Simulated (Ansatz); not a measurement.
# Deforming Bi

```
CELL_PARAMETERS angstrom
3.33628 -3.05540 0.00000
3.33628 3.05540 0.00000
-1.15098 0.00000 3.09291
ATOMIC_POSITIONS crystal
Bi 0.25180 0.25180 0.14900
Bi 0.74820 0.74820 0.85100
```

Atoms are numbered in the order listed.

The structure is an experimental refinement, used without relaxation.

No spin–orbit coupling, which matters for the heavy atoms here.

Level of theory: DFT, PBEsol, all-electron PAW with datasets made for the crystal, scalar-relativistic (Ansatz 0.2.0).

Sampling and basis: a Γ-centred 8×8×11 k mesh, Fermi–Dirac smearing of 0.05 eV, cutoff 260 eV (chosen by the program for this cell), no spin polarisation.

The unchanged cell is at 1.22 GPa.

In a metal, stresses and small energies carry noise from the k mesh.

x, y and z are the Cartesian axes of the cell as listed; fractional coordinates follow a strain, and an engineering shear is twice the off-diagonal strain component.

Question: One change gave: energy change +2 meV/atom; stress change (xx, yy, zz, yz, xz, xy) -0.43, 0.02, 0.42, -0.14, -0.61, -0.08 GPa, compression positive; change of the force on Bi1 (-0.021, -0.026, 0.004) eV/Å. Which change was it?
A. equal xy, yz and zx engineering shear strains of +2 %
B. equal xy, yz and zx engineering shear strains of +3 %
C. equal xy, yz and zx engineering shear strains of +1 %
D. equal xy, yz and zx engineering shear strains of -1 %
E. equal xy, yz and zx engineering shear strains of -2 %
F. equal xy, yz and zx engineering shear strains of -3 %

Answer: A. For equal xy, yz and zx engineering shear strains of -2 %: energy change under 1 meV/atom; stress change (xx, yy, zz, yz, xz, xy) 0.55, -0.02, -0.45, 0.12, 0.50, 0.05 GPa, compression positive; change of the force on Bi2 (-0.025, -0.023, -0.003) eV/Å. For equal xy, yz and zx engineering shear strains of +1 %: energy change under 1 meV/atom; stress change (xx, yy, zz, yz, xz, xy) -0.22, 0.01, 0.20, -0.08, -0.31, -0.04 GPa, compression positive; change of the force on Bi1 (-0.010, -0.013, 0.002) eV/Å. For equal xy, yz and zx engineering shear strains of +3 %: energy change +5 meV/atom; stress change (xx, yy, zz, yz, xz, xy) -0.66, 0.06, 0.66, -0.20, -0.92, -0.14 GPa, compression positive; change of the force on Bi1 (-0.032, -0.039, 0.004) eV/Å. For equal xy, yz and zx engineering shear strains of -3 %: energy change +2 meV/atom; stress change (xx, yy, zz, yz, xz, xy) 0.87, -0.02, -0.69, 0.18, 0.75, 0.08 GPa, compression positive; change of the force on Bi2 (-0.042, -0.036, -0.003) eV/Å. For equal xy, yz and zx engineering shear strains of -1 %: energy change under 1 meV/atom; stress change (xx, yy, zz, yz, xz, xy) 0.26, -0.01, -0.21, 0.07, 0.27, 0.03 GPa, compression positive; change of the force on Bi2 (-0.011, -0.013, -0.001) eV/Å.
